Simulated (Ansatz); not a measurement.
C:
```cif
data_C16
_chemical_formula_sum 'C16'
_space_group_name_H-M_alt 'C2/m'
_space_group_IT_number 12
_space_group_name_Hall '-C 2y'
_cell_length_a 9.16330
_cell_length_b 2.51577
_cell_length_c 4.13384
_cell_angle_alpha 90.000
_cell_angle_beta 97.022
_cell_angle_gamma 90.000
loop_
_space_group_symop_operation_xyz
  'x, y, z'
  '-x, -y, -z'
  '-x, y, -z'
  'x, -y, z'
  'x+1/2, y+1/2, z'
  '-x+1/2, -y+1/2, -z'
  '-x+1/2, y+1/2, -z'
  'x+1/2, -y+1/2, z'
loop_
_atom_site_label
_atom_site_type_symbol
_atom_site_symmetry_multiplicity
_atom_site_Wyckoff_symbol
_atom_site_fract_x
_atom_site_fract_y
_atom_site_fract_z
_atom_site_occupancy
C1 C 4 i 0.44271 0.00000 0.12031 1
C2 C 4 i 0.22880 0.00000 0.58542 1
C3 C 4 i 0.21431 0.50000 0.05940 1
C4 C 4 i 0.05814 0.00000 0.65370 1
```
(The calculation used a cell of 8 atoms; values per cell refer to that cell.)

Relaxed at zero pressure with r²SCAN in the plane-wave PAW code Ansatz.

The volume is lowered by 9 % and shape and atoms relax at that volume. What pressure results, and how do the axes share the change?

46.6 GPa; a -3.4 %, b -3.1 %, c -2.8 %; the energy rises by 72 meV/atom.

Give the new structure.


Space group C2/m (No. 12); a = 8.847 Å, b = 2.439 Å, c = 4.017 Å, α = γ = 90.00°, β = 96.81°

```
atom  site  symmetry       x       y       z
----  ----  --------  ------  ------  ------
C       4i         m  0.4436  0.0000  0.1214
C       4i         m  0.2285  0.0000  0.5848
C       4i         m  0.2136  0.5000  0.0596
C       4i         m  0.0575  0.0000  0.6528
```

The phase is kept; no other phase was compared at this pressure.

The start of the workflow was typed in or built on a structure type; the Crystallography Open Database copy checked does not list it. It is not the phase usual at ambient conditions (space group No. 194, 227). Symmetry was held in the r²SCAN relaxation; its stability against distortions is not shown here.

Potentials: the earlier of the program's two PAW sets.
